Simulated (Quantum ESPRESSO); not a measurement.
# TaHfWO7F: input and log of a self-consistent run

Computed values, not a measurement. The program is pw.x of Quantum ESPRESSO 7.5 (plane-wave density functional theory). The cell is made up: 11 atoms on a rutile lattice with one site empty, with randomly drawn elements, strain and displacements, not relaxed. PseudoDojo standard norm-conserving files (v0.5 for PBE, v0.4.1 for LDA and PBEsol) set the functional; there is no spin polarisation, spin-orbit coupling or dispersion term, and the masses in the input are unused placeholders.

The hafnium pseudopotential is less sure than the others, with forces about 3 percent (worst 6) and pressure in oxides about 1.5 GPa (worst 2.7) from a second method in checks, which no rerun with the same files tests.

Input:

```
&control calculation='scf', pseudo_dir='./dojo.nc.sr.pbe.v0_5.standard.upf', outdir='./o', disk_io='low', tprnfor=.true., tstress=.true. /
&system ibrav=0, nat=11, ntyp=5, nbnd=50, ecutwfc=105.61755193, nosym=.true., tot_charge=0,
 occupations='smearing', smearing='fd', degauss=0.0018374661
/
&electrons conv_thr=7.350e-09, electron_maxstep=60, /
ATOMIC_SPECIES
F 1.0 F.upf
Hf 1.0 Hf.upf
O 1.0 O.upf
Ta 1.0 Ta.upf
W 1.0 W.upf
CELL_PARAMETERS angstrom
4.9175 0.0293 -0.0146
0.0293 5.017 -0.0397
-0.0194 -0.0526 6.5072
ATOMIC_POSITIONS angstrom
Ta 0.0199 0.0012 0.0175
Hf 2.3898 2.5269 1.6104
W 2.4344 2.4924 4.8956
O 1.5118 1.6061 -0.0412
F 3.4085 3.4824 -0.0546
O 3.935 1.0028 1.5536
O 0.9691 4.0792 1.6255
O 1.4745 1.5075 3.1917
O 3.4157 3.49 3.2095
O 3.9179 0.915 4.9011
O 0.9735 4.0039 4.7926
K_POINTS automatic
7 6 6 1 1 1
```

The log is shortened where brackets say so; the opening notice, blank lines, dates and the lines on written files are dropped, and the path of the files is cut. It prints rydbergs, bohrs and kilobars, and counts compression as positive stress. With no partly filled state, the Fermi energy that it prints is only some level between the filled and the empty states on the mesh, and need not lie in the true gap.

```
     Program PWSCF v.7.5
     Parallel version (MPI & OpenMP), running on       4 processor cores
     Number of MPI processes:                 4
     Threads/MPI process:                     1
     [start-up lines left out]
     bravais-lattice index     =            0
     lattice parameter (alat)  =       9.2929  a.u.
     unit-cell volume          =    1083.2598 (a.u.)^3
     number of atoms/cell      =           11
     number of atomic types    =            5
     number of electrons       =        88.00
     number of Kohn-Sham states=           50
     kinetic-energy cutoff     =     105.6176  Ry
     charge density cutoff     =     422.4702  Ry
     scf convergence threshold =      7.3E-09
     mixing beta               =       0.7000
     number of iterations used =            8  plain     mixing
     Exchange-correlation= PBE
                           (   1   4   3   4   0   0   0)
     [axes and pseudopotential details left out]
   Cartesian axes
     site n.     atom                  positions (alat units)
         1        Ta     tau(   1) = (   0.0040467   0.0002440   0.0035586  )
         2        Hf     tau(   2) = (   0.4859679   0.5138473   0.3274762  )
         3        W      tau(   3) = (   0.4950373   0.5068317   0.9955245  )
         4        O      tau(   4) = (   0.3074258   0.3266018  -0.0083781  )
         5        F      tau(   5) = (   0.6931214   0.7081490  -0.0111030  )
         6        O      tau(   6) = (   0.8001856   0.2039202   0.3159259  )
         7        O      tau(   7) = (   0.1970673   0.8295088   0.3305468  )
         8        O      tau(   8) = (   0.2998408   0.3065514   0.6490349  )
         9        O      tau(   9) = (   0.6945855   0.7096945   0.6526546  )
        10        O      tau(  10) = (   0.7967083   0.1860660   0.9966429  )
        11        O      tau(  11) = (   0.1979621   0.8141965   0.9745793  )
     number of k points=   126  Fermi-Dirac smearing, width (Ry)=  0.0018
     Number of k-points >= 100: set verbosity='high' to print them.
     Dense  grid:   158779 G-vectors     FFT dimensions: (  64,  64,  81)
     Estimated max dynamical RAM per process >     749.69 MB
     Estimated total dynamical RAM >       2.81 GB
     Initial potential from superposition of free atoms
     starting charge      87.9967, renormalised to      88.0000
     Starting wfcs are   62 randomized atomic wfcs
     total cpu time spent up to now is       26.6 secs
     per-process dynamical memory:   643.2 Mb
     Self-consistent Calculation
     iteration #  1     ecut=   105.62 Ry     beta= 0.70
     Davidson diagonalization with overlap
     ethr =  1.00E-02,  avg # of iterations =  2.0
     total cpu time spent up to now is       82.4 secs
     total energy              =    -671.61600621 Ry
     estimated scf accuracy    <       7.11043416 Ry
     iteration #  2     ecut=   105.62 Ry     beta= 0.70
     Davidson diagonalization with overlap
     ethr =  8.08E-03,  avg # of iterations =  6.8
     total cpu time spent up to now is      178.9 secs
     total energy              =    -665.76033891 Ry
     estimated scf accuracy    <      92.39010522 Ry
     iteration #  3     ecut=   105.62 Ry     beta= 0.70
     Davidson diagonalization with overlap
     ethr =  8.08E-03,  avg # of iterations =  7.0
     total cpu time spent up to now is      274.6 secs
     total energy              =    -674.62001823 Ry
     estimated scf accuracy    <       9.92706769 Ry
     iteration #  4     ecut=   105.62 Ry     beta= 0.70
     Davidson diagonalization with overlap
     ethr =  8.08E-03,  avg # of iterations =  2.0
     total cpu time spent up to now is      328.3 secs
     total energy              =    -675.83930043 Ry
     estimated scf accuracy    <       1.40095873 Ry
     iteration #  5     ecut=   105.62 Ry     beta= 0.70
     Davidson diagonalization with overlap
     ethr =  1.59E-03,  avg # of iterations =  2.3
     total cpu time spent up to now is      381.7 secs
     total energy              =    -675.90642157 Ry
     estimated scf accuracy    <       0.55662364 Ry
     [iterations 6 to 16 left out]
     iteration # 17     ecut=   105.62 Ry     beta= 0.70
     Davidson diagonalization with overlap
     ethr =  1.80E-09,  avg # of iterations =  2.1
     total cpu time spent up to now is     1106.3 secs
     total energy              =    -675.90855336 Ry
     estimated scf accuracy    <       0.00000100 Ry
     iteration # 18     ecut=   105.62 Ry     beta= 0.70
     Davidson diagonalization with overlap
     ethr =  1.13E-09,  avg # of iterations =  2.0
     total cpu time spent up to now is     1156.0 secs
     total energy              =    -675.90855348 Ry
     estimated scf accuracy    <       0.00000002 Ry
     iteration # 19     ecut=   105.62 Ry     beta= 0.70
     Davidson diagonalization with overlap
     ethr =  2.49E-11,  avg # of iterations =  6.3
     total cpu time spent up to now is     1236.6 secs
     total energy              =    -675.90855349 Ry
     estimated scf accuracy    <       0.00000002 Ry
     iteration # 20     ecut=   105.62 Ry     beta= 0.70
     Davidson diagonalization with overlap
     ethr =  2.26E-11,  avg # of iterations =  2.7
     total cpu time spent up to now is     1294.6 secs
     total energy              =    -675.90855349 Ry
     estimated scf accuracy    <          8.9E-09 Ry
     iteration # 21     ecut=   105.62 Ry     beta= 0.70
     Davidson diagonalization with overlap
     ethr =  1.01E-11,  avg # of iterations =  2.0
     total cpu time spent up to now is     1348.8 secs
     End of self-consistent calculation
     Number of k-points >= 100: set verbosity='high' to print the bands.
     the Fermi energy is     6.5338 ev
!    total energy              =    -675.90855349 Ry
     estimated scf accuracy    <          1.0E-09 Ry
     smearing contrib. (-TS)   =      -0.00000000 Ry
     internal energy E=F+TS    =    -675.90855349 Ry
     The total energy is F=E-TS. E is the sum of the following terms:
     one-electron contribution =    -261.50282492 Ry
     hartree contribution      =     165.09338248 Ry
     xc contribution           =    -159.09800298 Ry
     ewald contribution        =    -420.40110807 Ry
     convergence has been achieved in  21 iterations
     Forces acting on atoms (cartesian axes, Ry/au):
     atom    1 type  4   force =     0.03752049    0.10265416    0.09883610
     atom    2 type  2   force =    -0.01788305   -0.03130178    0.23459636
     atom    3 type  5   force =    -0.07348361   -0.06539734   -0.41526965
     atom    4 type  3   force =    -0.01412704   -0.01788849   -0.07279062
     atom    5 type  1   force =     0.03824619    0.03312646   -0.00877300
     atom    6 type  3   force =     0.01919321   -0.01938959   -0.16147566
     atom    7 type  3   force =    -0.01005525    0.00213727   -0.16897004
     atom    8 type  3   force =     0.09785258    0.10502887    0.12018912
     atom    9 type  3   force =    -0.09155770   -0.10271254    0.12158801
     atom   10 type  3   force =    -0.06328981    0.07649049    0.11680933
     atom   11 type  3   force =     0.07758399   -0.08274751    0.13526004
     Total force =     0.668981     Total SCF correction =     0.000070
     Computing stress (Cartesian axis) and pressure
          total   stress  (Ry/bohr**3)                   (kbar)     P=     -244.16
  -0.00125760   0.00066689   0.00009816         -185.00       98.10       14.44
   0.00066689  -0.00146732   0.00015888           98.10     -215.85       23.37
   0.00009816   0.00015888  -0.00225435           14.44       23.37     -331.63
     init_run     :     25.45s CPU     26.39s WALL (       1 calls)
     electrons    :   1314.62s CPU   1322.31s WALL (       1 calls)
     forces       :      9.96s CPU     10.05s WALL (       1 calls)
     stress       :     35.84s CPU     36.81s WALL (       1 calls)
     [timing details left out]
     PWSCF        :  23m 6.35s CPU  23m17.85s WALL
     JOB DONE.
```

In other units: free energy -9196.204 eV for the cell, pressure -24.42 GPa, largest force component 10.677 eV/Å. This run is the check on a run of the same cell at a cutoff of 1143 eV and k mesh 5 x 4 x 4: rerunning at a cutoff of 1437 eV and k mesh 7 x 6 x 6 moved values by no more than 0.005 eV in energy, 0.03 GPa in stress and 0.003 eV/Å in force.